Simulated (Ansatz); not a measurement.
## Ta3AsAu2O13 and the effect of the functional

```
Ta As Au O
1.0
     6.43030   -1.94333   -0.00483
     6.43030    1.94333   -0.00483
    -2.54785    0.00000   10.68617
Ta As Au O
3 1 2 13
Direct
  0.42174 0.42174 0.35289
  0.60514 0.60514 0.67616
  0.33575 0.33575 0.98865
  0.62199 0.62199 0.00347
  0.71608 0.71608 0.34780
  0.30523 0.30523 0.63263
  0.69967 0.69967 0.15479
  0.56266 0.56266 0.34673
  0.27377 0.27377 0.44492
  0.32994 0.32994 0.81777
  0.48263 0.48263 0.55126
  0.75351 0.75351 0.62745
  0.36278 0.36278 0.18289
  0.87969 0.87969 0.36594
  0.57427 0.57427 0.83568
  0.11671 0.11671 0.67068
  0.49325 0.49325 0.03078
  0.16601 0.16601 0.98717
  0.79918 0.79918 0.98234
```

The cell comes from a database or a generator and needn't be the stable form of this composition.

Kept alike: task band structure; k mesh 7 × 7 × 3; occupations fermi-dirac, width 0.05 eV; no spin polarisation. Program: Ansatz, Ansatz PAW, cutoff 420 eV. The mesh is that of the run's cell of 19 atoms. No spin-orbit coupling.

| functional | pressure (GPa) |
| --- | --- |
| PBE | 0.03 |
| PBEsol | -5.32 |
| RPBE | 3.61 |
| revPBE | 2.68 |

Pressure is positive in compression, with a Pulay correction for the finite cutoff. For a metal such a mesh leaves the last digits unconverged. All rows use potentials made for PBE.

Problem. What does the functional change here?

Solution. The pressure runs from -5.32 (PBEsol) to 3.61 GPa (RPBE). From PBE: PBEsol -5.35; RPBE +3.58; revPBE +2.65.
